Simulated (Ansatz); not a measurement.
The calculation used DFT PBE, scalar-relativistic, plane waves, PAW (Ansatz 0.2.0). All cells share a 420 eV cutoff and Γ-centred k meshes spaced at most about 0.3 Å⁻¹ (2π included). No spin polarisation in the final relaxations.

All energies are static (0 K, no zero-point motion).

Two forms of Al3BP4 were relaxed alike.

1.

```cif
data_structure
_symmetry_space_group_name_H-M 'Pmm2'
_symmetry_Int_Tables_number 25
_cell_length_a 3.6878
_cell_length_b 7.4722
_cell_length_c 5.3319
_cell_angle_alpha 90.000
_cell_angle_beta 90.000
_cell_angle_gamma 90.000
_cell_volume 146.93
loop_
_atom_site_label
_atom_site_type_symbol
_atom_site_symmetry_multiplicity
_atom_site_Wyckoff_symbol
_atom_site_fract_x
_atom_site_fract_y
_atom_site_fract_z
_atom_site_occupancy
Al1 Al 2 g 0.00000 0.73059 0.00183 1
Al2 Al 1 c 0.50000 0.00000 0.49797 1
B1 B 1 d 0.50000 0.50000 0.51031 1
P1 P 2 h 0.50000 0.72023 0.72734 1
P2 P 1 b 0.00000 0.50000 0.30637 1
P3 P 1 a 0.00000 0.00000 0.22701 1
```

2.

```cif
data_structure
_symmetry_space_group_name_H-M 'I-42m'
_symmetry_Int_Tables_number 121
_cell_length_a 5.2803
_cell_length_b 5.2803
_cell_length_c 10.4855
_cell_angle_alpha 90.000
_cell_angle_beta 90.000
_cell_angle_gamma 90.000
_cell_volume 292.35
loop_
_atom_site_label
_atom_site_type_symbol
_atom_site_symmetry_multiplicity
_atom_site_Wyckoff_symbol
_atom_site_fract_x
_atom_site_fract_y
_atom_site_fract_z
_atom_site_occupancy
Al1 Al 4 d 0.00000 0.50000 0.25000 1
Al2 Al 2 b 0.50000 0.50000 0.00000 1
B1 B 2 a 0.00000 0.00000 0.00000 1
P1 P 8 i 0.71865 0.71865 0.38600 1
```

Question: Which would you expect to be lower, and how large is the difference?

Answer: Cell 2 is lower, by 33 meV/atom. Cell 1 has Al and B ordered on zinc blende sites, space group Pmm2 (No. 25), 18.4 Å³/atom and a gap of 1.00 eV on its mesh; cell 2 has Al and B ordered on zinc blende sites, space group I-42m (No. 121), 18.3 Å³/atom and a gap of 1.14 eV. Counting P atoms around Al and B (those within 1.25 times the shortest such distance or 1.15 times the sum of covalent radii), cell 1 and cell 2 both have Al 4, B 4. Both come from invented guesses.

Kohn–Sham gaps at this level usually fall short of measured ones. With atoms moved at random, I-42m came back. Other cells relaxed within their symmetry can be saddle points.
